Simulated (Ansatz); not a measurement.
## LiSi2N2: rattling a relaxed structure

The structure comes from a generated guess, relaxed at this level; another structure or a mixture of phases may lie lower.

These are results of Ansatz, DFT PBE, scalar-relativistic, plane waves, PAW, not measurements. Plane waves to 420 eV, a k mesh through Γ of 14×14×14 on the computed 5-atom cell and Gaussian smearing (0.10 eV); no spin polarisation.

The cell below (5 atoms, space group I4/mmm (No. 139)) is relaxed within its symmetry.

```
CELL_PARAMETERS angstrom
-1.83100 1.83100 3.74364
1.83100 -1.83100 3.74364
1.83100 1.83100 -3.74364
ATOMIC_POSITIONS crystal
Li 0.00000 0.00000 0.00000
Si 0.33768 0.33768 0.00000
Si 0.66232 0.66232 0.00000
N 0.75000 0.25000 0.50000
N 0.25000 0.75000 0.50000
```

For the test a repeat of it with 10 atoms (edges 3.66, 4.55, 6.89 Å) was strained at random (σ = 1.5 % a component), the atoms were moved at random (σ = 0.05 Å), and all was relaxed again on a coarse 6×6×6 mesh (in the run’s order of axes) with 0.20 eV smearing, with no symmetry imposed.

An odd number of electrons in the primitive cell allows no gap without spin; a larger cell or a magnetic state could open one.

Problem. Does it come back?

Solution. It doesn't return. The energy falls by 214 meV/atom on that mesh, the volume changes by -11.3 %, and the end has space group Immm (No. 71) at a loose tolerance. Relaxed again on a 16×16×16 mesh with 0.10 eV smearing, the new structure lies 215 meV/atom below the first (mesh in the axes of the run's cell; the cell below is made exact in the group named). Space group Immm (No. 71), orthorhombic, a = 2.907 Å, b = 3.918 Å, c = 7.812 Å. Around Li lie 4 N at 2.09 Å; Si has 4 N at 1.90–1.99 Å and 1 Si at 2.35 Å; N has 4 Si at 1.90–1.99 Å and 2 Li at 2.09 Å.

Space group Immm (No. 71). a = 2.907 Å, b = 3.918 Å, c = 7.812 Å, α = 90.00°, β = 90.00°, γ = 90.00°
```tsv
atom	site	symmetry	x	y	z
Li	2c	mmm	0.5000	0.5000	0.0000
Si	4i	mm2	0.0000	0.0000	0.8499
N	4j	mm2	0.5000	0.0000	0.6923
```
